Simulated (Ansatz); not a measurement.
Relaxed LaOF (space group R-3m):

```xyz
12
Lattice="3.9768 2.2960 13.2182 -1.9884 1.1480 6.6091 0.0000 -2.2960 6.6091" Properties=species:S:1:pos:R:3 pbc="T T T"
La     0.0000     0.0000    14.7186
La     1.9884     1.1480    21.3277
La     0.0000     0.0000     5.1087
La     1.9884     1.1480    11.7178
O      0.0000     0.0000    12.3477
O      1.9884     1.1480    18.9568
O      0.0000     0.0000     7.4795
O      1.9884     1.1480    14.0886
F      0.0000     0.0000    17.2641
F      1.9884     1.1480    23.8732
F      0.0000     0.0000     2.5632
F      1.9884     1.1480     9.1723
```

A phonon eigenvector at L = (0.5, 0.0, 0.0) is frozen into this cell: atom i moves by Q times the vector below, so Q is the largest atomic displacement, in Å. The cell is held. (q is in reciprocal vectors of the primitive cell; the cell shown is doubled to hold the pattern.)

```
atom       x       y       z
----  ------  ------  ------
La1    0.106   0.061   0.992
La2   -0.106  -0.061  -0.992
La3    0.106   0.061   0.992
La4   -0.106  -0.061  -0.992
O5     0.101   0.059   0.583
O6    -0.101  -0.059  -0.583
O7     0.101   0.059   0.583
O8    -0.101  -0.059  -0.583
F9    -0.209  -0.121  -0.030
F10    0.209   0.121   0.030
F11   -0.209  -0.121  -0.030
F12    0.209   0.121   0.030
```

Method: LDA (plane waves to 420 eV, PAW, scalar-relativistic; Ansatz, an electronic-structure program). k mesh 5×10×10 (Γ-centred), Fermi-Dirac smearing 0.05 eV. The energy includes the smearing's −TS. LaOF is run without spin polarisation. LaOF was relaxed with its symmetry unable to fall. The zero of ΔE is the undisplaced structure.

```json
[
 {"Q (Å)": "-0.280", "ΔE (eV/cell)": "1.710"},
 {"Q (Å)": "-0.187", "ΔE (eV/cell)": "0.748"},
 {"Q (Å)": "-0.093", "ΔE (eV/cell)": "0.185"},
 {"Q (Å)": "0.000", "ΔE (eV/cell)": "0.000"},
 {"Q (Å)": "0.093", "ΔE (eV/cell)": "0.185"},
 {"Q (Å)": "0.187", "ΔE (eV/cell)": "0.748"},
 {"Q (Å)": "0.280", "ΔE (eV/cell)": "1.710"}
]
```

Which DFPT wavenumber at L = (0.5, 0.0, 0.0) belongs to this mode?
(A) 104 cm⁻¹
(B) 257 cm⁻¹
(C) 341 cm⁻¹
(D) 141 cm⁻¹

D, 141 cm⁻¹. The curvature of the scan gives 141 cm⁻¹

(For displaced atoms, the force is minus the slope of the energy, and its curvature is a force constant, which sets phonon frequencies.)
